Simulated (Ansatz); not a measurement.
**Zn, one cell by several methods**

```yaml
crystal:
  lattice:
    - [2.61040, 0.00000, 0.00000]
    - [-1.30520, 2.26067, 0.00000]
    - [0.00000, 0.00000, 4.84572]
  atoms:
    - { symbol: Zn, position: [0.33333, 0.66667, 0.25000] }
    - { symbol: Zn, position: [0.66667, 0.33333, 0.75000] }
```

Atom numbers follow the list: Zn1, Zn2.

The conventional cell has a = 2.610 Å, b = 2.610 Å, c = 4.846 Å, α = 90.00°, β = 90.00°, γ = 120.00°. Zn (atom 1) has 12 Zn at 2.61 to 2.85 Å as nearest neighbours.

The cell comes from COD entry 9008522, which wasn't checked; take it as a given geometry. The listed cell was then made from it by scaling, straining or moving an atom.

Levels of theory: DFT, PBEsol, PAW with Ansatz's default frozen-core files, scalar-relativistic (Ansatz 0.2.0); DFT, PBEsol, all-electron PAW with datasets made for the crystal, scalar-relativistic (Ansatz 0.2.0); DFT, PBEsol, all-electron LAPW, scalar-relativistic (Ansatz 0.2.0).

For PAW: a Γ-centred 16×16×8 k mesh, Fermi–Dirac smearing of 0.03 eV, cutoff 420 eV, no spin polarisation; the PAW files were made with PBE, and the program remakes their frozen cores for this functional. The crystal-made all-electron datasets (AE datasets) take a cutoff of 280 eV at this cell. LAPW targets a basis error of 0.25 meV/atom. The Ansatz runs share mesh, smearing and spin set-up. Plane-wave (PAW) pressures include the program's estimate of the Pulay term.

Stress and pressure are positive in compression.

The change that made this cell: volume scaled by 0.94.

In a metal, gradients converge slowly with the k mesh: the values move by tens of per cent from one mesh to another, at times in sign, so only the comparison on one mesh counts.

```json
{"quantity": "pressure (GPa)", "PAW": "-0.78", "AE datasets": "-0.77", "LAPW": "-0.77"}
{"quantity": "stress xx (GPa)", "PAW": "-0.35", "AE datasets": "-0.33", "LAPW": "-0.33"}
{"quantity": "stress zz (GPa)", "PAW": "-1.66", "AE datasets": "-1.65", "LAPW": "-1.65"}
{"quantity": "field gradient Vzz at Zn1 (10²¹ V/m²)", "PAW": "4.11", "AE datasets": "4.10", "LAPW": "–"}
```

PAW's pressure differs from the LAPW value by -0.02 GPa.
